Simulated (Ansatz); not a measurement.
Input and command of a calculation in Ansatz (plane waves; scalar-relativistic PAW potentials unless the input names others):

```yaml
crystal:
  lattice:
    - [4.8099941411, 0.0, 0.0]
    - [0.0, 4.8099941411, 0.0]
    - [0.0, 0.0, 4.8099941411]
  atoms:
    - { symbol: Li, position: [0.5, 0.5, 0.5] }
    - { symbol: Pb, position: [0.0, 0.0, 0.0] }
    - { symbol: F, position: [0.5, 0.0, 0.0] }
    - { symbol: F, position: [0.0, 0.5, 0.0] }
    - { symbol: F, position: [0.0, 0.0, 0.5] }
basis:
  ecutwfc: 420
kpoints:
  mp_grid: { grid: [6, 6, 6] }
hamiltonian:
  xc: pbe
scf:
  occupations: { method: fixed }
  algorithm: direct_min
output:
  forces: true
  eigenvalues: true
  stress: true
```

```bash
ansatz run input.yaml --threads 1 --pin off --max-ram 3072MiB --backend cpu --events-out ev --progress --plain --runs-dir out
```

Abridged log:
```
Basis set: ecut = 420 eV, 2109 PW (Γ), exchange–correlation on 72×72×72 points (8 copies of the dense FFT grid, shifted against one another)
Bands: 24, of which v1, the nominal top of the filled ones, is band 19 counted from 1 (18 counted from 0)
Symmetry: 48 space group operations
k-points: 20 of 216
SCF iter   1: F=—  HF=-14538.319227 eV  |F-HF|=—  |Δ(HF+E_count)|=         —  Δρ=1.66e-3  dr2=1.94e-3  ethr=1.77e-3  ⟨swp⟩=9.9  Hψ=2293  notcnv=0
SCF iter   2: F=—  HF=-14538.320376 eV  |F-HF|=—  |Δ(HF+E_count)|=   1.15e-3  Δρ=7.73e-4  dr2=4.85e-4  ethr=5.09e-6  ⟨swp⟩=5.3  Hψ=1774  notcnv=0  defer=6
SCF iter   3: F=—  HF=-14538.320223 eV  |F-HF|=—  |Δ(HF+E_count)|=   1.53e-4  Δρ=2.15e-4  dr2=3.28e-5  ethr=8.96e-8  ⟨swp⟩=3.5  Hψ=2502  notcnv=0  defer=1
SCF iter   4: F=—  HF=-14538.320212 eV  |F-HF|=—  |Δ(HF+E_count)|=   1.12e-5  Δρ=4.35e-5  dr2=1.33e-6  ethr=8.64e-8  ⟨swp⟩=3.6  Hψ=1161  notcnv=0
SCF iter   5: F=-14538.320212 eV  HF=-14538.320212 eV  |F-HF|=1.13e-8  |Δ(HF+E_count)|=   4.52e-7  Δρ=5.00e-6  dr2=1.43e-8  ethr=3.50e-9  ⟨swp⟩=3.9  Hψ=1239  notcnv=0
SCF 1 converged in 5 iterations: F = -14538.320212 eV  dr2 = 1.43e-8
  Residual-converged pass: ⟨swp⟩=3.9  Hψ=1388  notcnv=0  max |occ|·‖R‖ = 6.4e-6 eV (tolerance 6.7e-6 eV) dr2=1.08e-8  dr2_onsite=3.16e-9  max |Δocc| = 0.0e0
SCF converged after 5 iterations
Stability not checked: this state was not tested for a lower state beside it, because a direct minimisation reached the state, and no test of it is asked (direct_minimisation; see scf.lower_state_search)
Free energy (F): -14538.320212 eV
Harris-Foulkes:  -14538.320212 eV  (|F-HF|=1.13e-8)
Internal energy: -14538.320212 eV  (E = F + TS)
E sigma→0 (E₀):  -14538.320212 eV
Fermi energy:    2.913077 eV
--- Forces (eV/Å), atoms counted from 1 ---
  atom   1  Li     0.00000000     0.00000000     0.00000000
  atom   2  Pb     0.00000000     0.00000000     0.00000000
  atom   3  F      0.00000000     0.00000000     0.00000000
  atom   4  F      0.00000000     0.00000000     0.00000000
  atom   5  F      0.00000000     0.00000000     0.00000000
--- Stress (GPa, compression-positive) ---
       -0.004402       0.000000       0.000000
        0.000000      -0.004402       0.000000
        0.000000       0.000000      -0.004402
  P = ⅓ Tr σ = -0.0044 GPa (-0.044 kbar)
```

Apart from outputs, empty bands and the relaxation, which only the reference makes, the input differs from a reference run on usual settings in scf.algorithm: not typed → "direct_min". The reference, at the same geometry, ended its own course with pressure 0.00 GPa, largest force 0.000 eV/Å, gap on the mesh 1.92 eV. This run converged in 5 SCF iterations with an energy at zero smearing within 0.01 meV/atom of the reference's, pressure 0.00 GPa, largest force 0.000 eV/Å, gap on the mesh 1.92 eV.

The run took 8.3 s on 1 thread of Arm Neoverse V2, with other jobs on the host, peak memory 0.41 GiB.